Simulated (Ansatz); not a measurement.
TlF:
```
TlF
1.0
    0.00000     2.84343     2.84343
    2.84343     0.00000     2.84343
    2.84343     2.84343     0.00000
Tl F
1 1
Direct
  0.00000   0.00000   0.00000
  0.50000   0.50000   0.50000
```

Relaxed with r²SCAN+D4.

Question: Map the electron localisation function on the plane through (0.000, 0.000, 0.000) spanned by u = [1, 0, 0] and v = [0, 1, -1] in lattice vectors, from r²SCAN+D4 (plane waves, PAW; program Ansatz).

Answer: x is the fraction of u, y of v (the angle between them is 90°; rows are the nearest grid lines); atoms in the plane: Tl at (0.00, 0.00), F at (0.50, 0.50).
```
|@ .-++=-:...:-=++-. @|
|...-++=-:...:-=++-...|
|..-=++=:.....:=++=-..|
|--=++=-.......-=++=--|
|++++=-...:::...-=++++|
|+++=-..:-+*+-:..-=+++|
|===-..:=#%%%#=:..-===|
|--:..:=#%@@@%#=:..:--|
|::...-#%@@%@@%#-...::|
|....:+%@@#*#@@%+:....|
|....:*%@%*+*%@%*:....|
|....:+%@@#*#@@%+:....|
|::...-#%@@%@@%#-...::|
|--:..:=#%@@@%#=:..:--|
|===-..:=#%%%#=:..-===|
|+++=-..:-+*+-:..-=+++|
|++++=-...:::...-=++++|
|--=++=-.......-=++=--|
|..-=++=:.....:=++=-..|
|...-++=-:...:-=++-...|
|@ .-++=-:...:-=++-. @|
```
Scale: ten equal steps from -0.099 (start of ' ') to 0.873 (end of '@'), in the order ' .:-=+*#%@'; x runs from 0.000 to 1.00, y from 0.000 (bottom) to 1.00 (top).

The density is the valence pseudo-density with augmentation charge, so density and ELF within about 1 Å of a nucleus are not all-electron values.

Space group Fm-3m (rock salt). The workflow started from an entry of the Crystallography Open Database (COD); the relaxed space group is not among those it files for this formula. COD files the formula under space group No. 28, 57, 69, 129, 139, so this cell is another polymorph or a model. Whether it is the stable phase at ambient conditions was not checked. The cell was relaxed with r²SCAN+D4 under the symmetry of its start; its stability against distortions is not shown here. Scalar-relativistic: spin–orbit coupling is off unless named, which matters more the heavier the elements.

Potentials: the later of the program's two PAW sets.
